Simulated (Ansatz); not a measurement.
LaGeO in space group P4/nmm (No. 129; La on 2c, Ge on 2a, O on 2c) under volume change, DFT-PBEsol in the program Ansatz with PAW potentials, shape and atoms relaxed at each volume.

```json
[
 {"V (Å³/atom)": "16.459", "E − E(relaxed) (meV/atom)": "55.6", "P (GPa)": "12.02"},
 {"V (Å³/atom)": "17.002", "E − E(relaxed) (meV/atom)": "23.2", "P (GPa)": "7.29"},
 {"V (Å³/atom)": "17.544", "E − E(relaxed) (meV/atom)": "5.4", "P (GPa)": "3.32"},
 {"V (Å³/atom)": "18.087", "E − E(relaxed) (meV/atom)": "0.0", "P (GPa)": "0.00"},
 {"V (Å³/atom)": "18.630", "E − E(relaxed) (meV/atom)": "?", "P (GPa)": "?"},
 {"V (Å³/atom)": "19.172", "E − E(relaxed) (meV/atom)": "18.1", "P (GPa)": "-5.01"},
 {"V (Å³/atom)": "19.715", "E − E(relaxed) (meV/atom)": "?", "P (GPa)": "?"}
]
```

Q: What belongs in the gaps?

A: 
- 19.715, E − E(relaxed) (meV/atom): 38.2
- 19.715, P (GPa): -6.82
- 18.630, E − E(relaxed) (meV/atom): 4.8
- 18.630, P (GPa): -2.75

Q: What does a third-order Birch–Murnaghan fit give for V₀, B₀ and B′?

A: V₀ = 18.09 Å³/atom, B₀ = 99.6 GPa, B′ = 5.2.

The start of the workflow was typed in or built on a structure type; neither database checked (COD, Materials Project) lists it. Its standing as an ambient phase is unchecked. Symmetry was held in the PBEsol relaxation; phonons show weakly imaginary modes. Spin–orbit coupling is left out wherever it is not named.

Potentials: the earlier of the program's two PAW sets. The files were generated under PBE; for other functionals the program regenerates the frozen cores, and for LDA and PBEsol the local potential too.
